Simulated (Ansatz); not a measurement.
## Equation of state of palladium, simple cubic

Computed with DFT, BLYP, plane waves (420 eV) with PAW, scalar-relativistic in Ansatz. (PAW data from PBE, frozen cores regenerated.)

The cell is scaled uniformly from the relaxed one, with fractional coordinates and shape fixed. Energies are extrapolated to zero smearing, pressures are those at the given smearing. Magnetic state: spin not included.

| V (Å³/atom) | E − E₀ (meV/atom) | P (GPa) |
| --- | --- | --- |
| 16.745 | 106.7 | 17.79 |
| 17.506 | 41.9 | 10.24 |
| 18.267 | 8.7 | 4.40 |
| 19.028 | 0.0 | -0.10 |
| 19.789 | 10.1 | -3.56 |
| 20.550 | 34.6 | -6.20 |
| 21.311 | 69.9 | -8.20 |

(1) Fit a third-order Birch-Murnaghan equation.

## Answers

(1) V₀ = 18.97 Å³/atom, B₀ = 100 GPa, B₀′ = 5.6.
